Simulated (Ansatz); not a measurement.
Bi2Te3 at a changed volume: Bi-209 nuclear quadrupole resonance

Cell: an entry of the Crystallography Open Database (COD), relaxed with PBE at fixed cell and then changed (volume scaled by 0.96, ions relaxed).

```
Bi Te
1.0
     2.16336    1.24902   10.02828
    -2.16336    1.24902   10.02828
     0.00000   -2.49803   10.02828
Bi Te
2 3
Direct
  0.40063 0.40063 0.40063
  0.59937 0.59937 0.59937
  0.00000 0.00000 0.00000
  0.20792 0.20792 0.20792
  0.79208 0.79208 0.79208
```

Atoms are numbered from 1 in the order listed; like atoms form one site, named after its first atom.

Level of theory: DFT, PBE, plane waves and PAW, scalar-relativistic, 420 eV cutoff, Γ-centred 12×12×12 k-points, Fermi–Dirac smearing 0.02 eV (Ansatz 0.2.0).

Bi-209: I = 9/2, Q = -516.0 mb (year-2017 value). Static lattice, zero field.

**Question.** Predict the zero-field Bi-209 lines of each site.

**Answer.** For I = 9/2 and η = 0 the lines are |C_Q|/24 times 1, 2, 3 and 4; η shifts the lowest up most.

```
site  atoms  V_zz (10²¹ V/m²)  C_Q (MHz)     η  line frequencies (MHz)
  Bi   1, 2              3.93      -49.0  0.00  2.04, 4.08, 6.12, 8.16
```

An axis of threefold or higher order runs through Bi, so V_zz lies along it and η is zero.

Spin–orbit coupling is left out, which shifts gradients on Bi by a few per cent in wide-gap crystals, and can shift them far more where the calculated gap is small or absent, as here. Newer work puts Q(²⁰⁹Bi) near −420 mb, which would lower these couplings by about a fifth. With a gap of 0.3 eV on this mesh, the gradients can still move by some per cent as the k-mesh gets denser.

The relaxation (4 steps) took 5.1 min of wall time (5 min of CPU time) and 1.4 GiB at its peak, on 1 thread of Intel Xeon Platinum 8259CL CPU @ 2.50GHz (Skylake/Cascade Lake) (x86_64; 16 cores open to the job, memory cap 3.0 GiB, no GPU), a shared host with a load of 0.4 a core.
